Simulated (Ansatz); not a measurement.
Relaxed-ion elastic tensor of NbTe₂ (CdI2 type, space group No. 164) in GPa (Voigt order), the program Ansatz at the PBEsol level (PAW); density 7.56 g/cm³, 25.50 Å³ per atom.

```json
[
 {"": "1", "1": "116", "2": "27.0", "3": "21.3", "4": "-10.3", "5": "0.0", "6": "0.0"},
 {"": "2", "1": "27.0", "2": "116", "3": "21.3", "4": "10.3", "5": "0.0", "6": "0.0"},
 {"": "3", "1": "21.3", "2": "21.3", "3": "37.6", "4": "0.0", "5": "0.0", "6": "0.0"},
 {"": "4", "1": "-10.3", "2": "10.3", "3": "0.0", "4": "23.9", "5": "0.0", "6": "0.0"},
 {"": "5", "1": "0.0", "2": "0.0", "3": "0.0", "4": "0.0", "5": "23.9", "6": "-10.3"},
 {"": "6", "1": "0.0", "2": "0.0", "3": "0.0", "4": "0.0", "5": "-10.3", "6": "44.4"}
]
```

Task: Is the crystal mechanically stable?

Result: Yes: the smallest eigenvalue of C is 19.6 GPa.

Task: Work out the Voigt, Reuss and Hill averages.

Result: K_V = 45.4, K_R = 33.6, K_H = 39.5; G_V = 31.7, G_R = 24.5, G_H = 28.1 GPa.

Task: Give Young's modulus, Poisson's ratio, Pugh's ratio and the universal anisotropy index.

Result: E = 9KG/(3K + G) = 68.2 GPa; ν = 0.21; K/G = 1.41 (brittle by the Pugh limit of 1.75); A_U = 5G_V/G_R + K_V/K_R − 6 = 1.83.

Task: Estimate the sound speeds and the Debye temperature.

Result: v_l = √((K + 4G/3)/ρ) = 3190 m/s, v_t = √(G/ρ) = 1930 m/s, mean 2130 m/s; Θ = (h/k)(3n/4πV)^(1/3) v_m = 216 K.

Task: Solve the Christoffel equation for the three sound speeds along x, y, z.

Result: Eigenvalues of C_ijkl n_j n_l equal ρv². In km/s, slowest first: x 1.61, 2.54, 3.92; y 1.73, 2.43, 3.93; z 1.78, 1.78, 2.23.

Task: How much does each axis shrink under pressure?

Result: Linear compressibilities β_i = Σ_j S_ij (j = 1 to 3): x 3.6, y 3.6, z 22 per TPa.

Space group P-3m1 (CdI2 type). The first step of the workflow began from a Materials Project structure, measured or hypothetical; the Crystallography Open Database copy checked does not list it. COD files the formula under space group No. 12, so this cell is another polymorph or a model. Whether it is the stable phase at ambient conditions was not checked. Symmetry was held in the PBEsol relaxation; of distortions, only those at the zone centre were tested. The workflow began spin-polarised and lost its moments. The cell computed holds one magnetic atom, so no antiferromagnetic order was within reach. A crystal of weakly bound layers computed without a dispersion correction: the cell and the soft elastic constants depend strongly on that. As this level gives no gap, shear constants depend on the k-mesh and smearing (Fermi–Dirac, 0.1 eV here). Scalar-relativistic: spin–orbit coupling is off unless named, which matters more the heavier the elements.

Potentials: the later of the program's two PAW sets.
